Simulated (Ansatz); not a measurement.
Sn:
```xyz
2
Lattice="-2.9028 2.9028 1.5531 2.9028 -2.9028 1.5531 2.9028 2.9028 -1.5531" Properties=species:S:1:pos:R:3 pbc="T T T"
Sn     0.0000     2.9028     0.7766
Sn     0.0000     0.0000     0.0000
```

Relaxed with LDA. Special points in fractions of this cell's reciprocal vectors: Γ (0.000, 0.000, 0.000); X (0.000, 0.000, 0.500); M (-0.500, 0.500, 0.500); Z (0.322, 0.322, -0.322); Z0 (-0.322, 0.678, 0.322); P (0.250, 0.250, 0.250); N (0.000, 0.500, 0.000).

Question: List the band energies nearest the Fermi level at these points for LDA in the plane-wave PAW code Ansatz.

Answer: In eV from the Fermi level; about four levels below and three above (degenerate sets whole), none deeper than 8.9 eV; points with the same levels are listed once.

```csv
k,below,above
Γ,-3.86 -2.14 -2.14,2.97 6.17 6.17
X,–,0.50 0.50 1.47 1.47
M,-7.81 -7.81 -5.00 -5.00,5.48 5.48 9.36 9.36
Z,-5.68 -3.21 -2.94 -2.94,3.04 5.64 5.64
P,-5.99 -5.99 -3.68 -3.68,3.61 3.61 4.01 4.01
N,-5.49 -2.38 -1.85 -1.12,2.31 2.87 4.78
```

Space group I4_1/amd (β-Sn type). The cell was relaxed with LDA under the symmetry of its start. Scalar-relativistic: spin–orbit coupling is off unless named, which matters more the heavier the elements.

Potentials: the earlier of the program's two PAW sets. The files were generated under PBE; for other functionals the program regenerates the frozen cores, and for LDA and PBEsol the local potential too.
